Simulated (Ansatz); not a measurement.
Here is the system:

BN:
Space group Fm-3m (No. 225); a = 3.4917 Å, b = 3.4917 Å, c = 3.4917 Å, α = 90.00°, β = 90.00°, γ = 90.00°

```csv
atom,site,symmetry,x,y,z
N,4a,m-3m,0.0000,0.0000,0.0000
B,4b,m-3m,0.5000,0.5000,0.5000
```
(The calculation used a cell of 2 atoms; values per cell refer to that cell.)

This is the r²SCAN-relaxed structure.

Question: All from the program Ansatz at the r²SCAN level (PAW), unless another level is named. Estimate the bulk modulus (Birch–Murnaghan fit).

Answer: 396 GPa.

Question: Next, the elastic constants (relaxed ions, GPa)?

Answer: C11 = 536, C12 = 328, C44 = 665.

The cell is a constructed one: a structure type filled with these elements; neither database checked (COD, Materials Project) lists it. It is not the phase usual at ambient conditions (space group No. 186, 194, 216). Symmetry was held in the r²SCAN relaxation; whether a distortion lowers the energy is not shown.

Potentials: the later of the program's two PAW sets.
